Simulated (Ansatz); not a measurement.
AlN (wurtzite, P6_3mc), the program Ansatz at the LDA level (PAW). The conduction-band minimum lies at Γ, with 1 equivalent valley. Second derivatives d²E/dk² of the lowest band at one valley (eV·Å²), along Cartesian directions:

| direction | d²E/dk² |
|---|---|
| [100] | 23.79 |
| [010] | 23.79 |
| [001] | 24.67 |
| [110] | 23.79 |
| [101] | 24.23 |
| [011] | 24.23 |

Question: Find the principal effective masses, the density-of-states mass and the conductivity mass.

Answer: Off-diagonal terms follow from H_xy = H[110] − (H_xx + H_yy)/2, and m*/mₑ = 7.620 eV·Å² over each eigenvalue: 0.31, 0.32, 0.32. One valley's DOS mass (m₁m₂m₃)^(1/3) = 0.32, conductivity mass 3/(Σ 1/mᵢ) = 0.32 mₑ.

Question: What effective density of states Nc follows at 300 K for parabolic valleys?

Answer: Nc = 2.509e19 × 1 × (0.32)^(3/2) ≈ 4.5e18 cm⁻³.

Question: With the computed static dielectric constant 8.51 (mean of the diagonal), estimate a hydrogenic donor's binding energy and radius.

Answer: E = 13.606 eV × 0.32/8.51² ≈ 60 meV; a = 0.529 Å × ε/m* ≈ 14 Å. Semilocal masses tend to be too small where the gap is.

The cell was relaxed with LDA under the symmetry of its start; phonons on a q-mesh show no instability.

Potentials: the earlier of the program's two PAW sets.
